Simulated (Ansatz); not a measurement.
SiNF:
```xyz
3
Lattice="2.8944 0.0000 0.0000 -1.4472 2.5067 0.0000 0.0000 0.0000 4.6712" Properties=species:S:1:pos:R:3 pbc="T T T"
Si     0.0000     0.0000     1.7158
N      1.4472     0.8356     1.2816
F      0.0000     0.0000     3.3165
```

Relaxed with r²SCAN+D4. Special points in fractions of this cell's reciprocal vectors: Γ (0.000, 0.000, 0.000); M (0.500, 0.000, 0.000); K (0.333, 0.333, 0.000); A (0.000, 0.000, 0.500); L (0.500, 0.000, 0.500); H (0.333, 0.333, 0.500).

Problem. List the band energies nearest the valence-band maximum at these points for the program Ansatz at the r²SCAN+D4 level (PAW).

Solution. In eV from the valence-band maximum; about four levels below and three above (degenerate sets whole), none deeper than 8.9 eV; … stands for higher levels left out; points with the same levels are listed once.

```json
[
 {"k": "Γ", "below": "-2.93 -2.93 -1.95 -1.95 -1.37", "above": "6.10 10.18 …"},
 {"k": "M", "below": "-4.37 -4.10 -2.41 -0.62", "above": "5.65 9.94 12.37"},
 {"k": "K", "below": "-4.87 -4.00 -3.42 -0.42", "above": "8.53 10.16 12.19"},
 {"k": "A", "below": "-2.87 -2.87 -2.63 -2.01 -2.01", "above": "6.97 10.43 …"},
 {"k": "L", "below": "-4.47 -4.00 -2.56 -0.35", "above": "5.62 9.08 12.77"},
 {"k": "H", "below": "-4.29 -4.24 -3.65 0.00", "above": "8.72 9.10 12.62"}
]
```

Space group P3m1. The start of the workflow was typed in or built on a structure type; neither database checked (COD, Materials Project) lists it. Its standing as an ambient phase is unchecked. The r²SCAN+D4 relaxation kept the symmetry of its start; whether a distortion lowers the energy is not shown. The volume moved by -27 % from the start of the relaxation.

Potentials: the earlier of the program's two PAW sets.
